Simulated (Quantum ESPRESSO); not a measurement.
ZnCa2MgO4, convergence and cost over cutoff and k mesh

Simulated, not a measurement. The program is pw.x of Quantum ESPRESSO 7.5 (plane-wave density functional theory). The cell is made up: 8 atoms on a rocksalt lattice, with randomly drawn elements, strain and displacements, not relaxed. PseudoDojo standard norm-conserving files (v0.5 for PBE, v0.4.1 for LDA and PBEsol) set the functional; there is no spin polarisation, spin-orbit coupling or dispersion term, and the masses in the input are unused placeholders.

Input of the run in row 4:

```
&control calculation='scf', pseudo_dir='./dojo.nc.sr.pbe.v0_5.standard.upf', outdir='./o', disk_io='medium', tprnfor=.true., tstress=.true. /
&system ibrav=0, nat=8, ntyp=4, nbnd=43, ecutwfc=84.00895049, nosym=.true., tot_charge=0,
 occupations='smearing', smearing='fd', degauss=0.0018374661
/
&electrons conv_thr=7.350e-09, electron_maxstep=60, /
ATOMIC_SPECIES
Ca 1.0 Ca.upf
Mg 1.0 Mg.upf
O 1.0 O.upf
Zn 1.0 Zn.upf
CELL_PARAMETERS angstrom
4.7838 0.0014 0.0191
0.0014 4.6461 0.03
0.0191 0.03 4.7434
ATOMIC_POSITIONS angstrom
Zn -0.0982 -0.0667 -0.0772
Ca 0.0072 2.3464 2.4291
Mg 2.3523 -0.0216 2.3243
Ca 2.5048 2.3856 0.0615
O 2.311 -0.0291 0.0466
O 2.3673 2.3049 2.5028
O 4.7462 0.0197 2.3755
O 4.9172 2.284 -0.0244
K_POINTS automatic
4 4 4 1 1 1
```

The same cell was run at these settings. Meshes are shifted by half a step, and differences are from the last row, which is itself not exact.

| cutoff (eV) | k mesh | k points solved | threshold (eV) | free energy less the last row's (eV) | pressure (GPa) | largest stress difference (GPa) | largest force difference (eV/Å) | iterations | wall time (s) | k-point pools | processor |
| --- | --- | --- | --- | --- | --- | --- | --- | --- | --- | --- | --- |
| 800 | 2 x 2 x 2 | 4 | 1e-04 | 2.434 | -40.73 | 33.16 | 0.087 | 9 | 32 | 1 | AMD EPYC, Zen 5 class |
| 1143 | 1 x 1 x 1 | 1 | 1e-07 | -3.248 | -16.75 | 9.90 | 1.293 | 12 | 29 | 1 | AMD EPYC, Zen 5 class |
| 853 | 4 x 4 x 4 | 32 | 1e-07 | 1.033 | -23.55 | 15.71 | 0.019 | 12 | 177 | 1 | AMD EPYC, Zen 5 class |
| 1143 | 4 x 4 x 4 | 32 | 1e-07 | 0.000 | -7.88 | 0.03 | 0.002 | 12 | 261 | 1 | AMD EPYC, Zen 5 class |
| 1437 | 6 x 6 x 6 | 108 | 1e-07 | 0.000 | -7.85 | 0.00 | 0.000 | 12 | 976 | 1 | AMD EPYC, Zen 5 class |

Each pool is one process. Wall times include start-up and a band step at six k points, which weighs most on the coarsest meshes. The runs were on shared virtual cores whose load varied, so times are rough.